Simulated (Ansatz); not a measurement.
VN (rock salt, Fm-3m) at seven volumes, the program Ansatz at the LDA level (PAW), scaled uniformly. One row is withheld.

```csv
V (Å³/atom),P (GPa)
7.512,42.24
7.760,25.86
8.008,11.89
8.255,-0.03
8.503,?
8.751,-18.86
8.998,-26.24
```

Question: Fit the shown pressures and predict the withheld one.

Answer: P = (3/2)B₀(x^(7/2) − x^(5/2))[1 + (3/4)(B′ − 4)(x − 1)] with x = (V₀/V)^(2/3). Least squares on the six rows gives V₀ = 8.255 Å³/atom, B₀ = 366 GPa, B′ = 4.27. At V = 8.503, x = 0.9805 and P = -10.17 GPa. The run itself gave -10.19 GPa.

The cell was relaxed with LDA under the symmetry of its start; of distortions, only those at the zone centre were tested. No spin polarisation was allowed.

Potentials: the later of the program's two PAW sets.
